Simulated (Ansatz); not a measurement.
Mg$_{2}$TeS:
```xyz
4
Lattice="2.1282 1.2287 7.0226 -2.1282 1.2287 7.0226 0.0000 -2.4574 7.0226" Properties=species:S:1:pos:R:3 pbc="T T T"
Mg     0.0000     0.0000    20.8685
Mg     0.0000     0.0000    10.7549
Te     0.0000     0.0000     2.5799
S      0.0000     0.0000    13.1986
```

Relaxed with PBEsol. Independent-particle spectrum: no excitons, no local fields, no scissors shift; 0.1 eV broadening; ε₁ of the summed bands alone.

Task: Tabulate the dielectric function from DFT-PBEsol in the program Ansatz with PAW potentials.

Result: 

```
E (eV)  ε₁ xx  ε₂ xx  ε₁ zz  ε₂ zz
------  -----  -----  -----  -----
0.0      5.56   0.00   5.63   0.00
0.5      5.61   0.00   5.68   0.00
1.0      5.76   0.00   5.82   0.00
1.5      6.10   0.17   6.10   0.00
2.0      6.25   0.22   6.59   0.04
2.5      6.78   0.19   7.62   0.56
3.0      7.85   0.34   7.84   1.27
3.5      9.68   1.06   8.72   1.77
4.0     11.40   5.31   9.82   3.39
4.5     10.03   9.52  12.27   8.92
5.0      5.97  12.16   5.43  13.73
5.5      0.99   9.74   0.46   7.84
6.0      1.98   7.62   2.54   9.64
6.5     -1.09   8.36  -2.04   8.50
7.0     -1.73   6.61  -3.01   6.96
7.5     -2.70   5.11  -3.48   5.18
8.0     -2.69   4.19  -3.12   3.23
8.5     -2.39   2.90  -2.21   2.16
9.0     -2.07   2.33  -1.75   1.84
9.5     -1.98   1.76  -1.27   1.75
10.0    -1.61   1.34  -1.53   1.69
10.5    -1.26   1.09  -1.26   1.26
11.0    -1.09   0.82  -1.23   0.91
11.5    -0.83   0.68  -0.89   0.67
12.0    -0.61   0.55  -0.60   0.52
```

Task: From ε at 3.3 eV (xx: 8.80 + 0.61i), find n, k, the normal reflectivity and the absorption coefficient.

Result: n = 2.97, k = 0.103, R = 25 %, α = 2kE/ħc = 34000 cm⁻¹.

With all bands, ε∞ without local fields is 5.62 (xx = yy), 5.69 (zz). DFPT, with local fields, gives 5.10 (xx = yy), 5.00 (zz).

Space group R3m. The workflow started from a Materials Project entry (that database holds measured and hypothetical structures alike); the Crystallography Open Database copy checked does not list it. Whether it is the stable phase at ambient conditions was not checked. Symmetry was held in the PBEsol relaxation; whether a distortion lowers the energy is not shown. Spin–orbit coupling is left out wherever it is not named.

Potentials: the later of the program's two PAW sets.
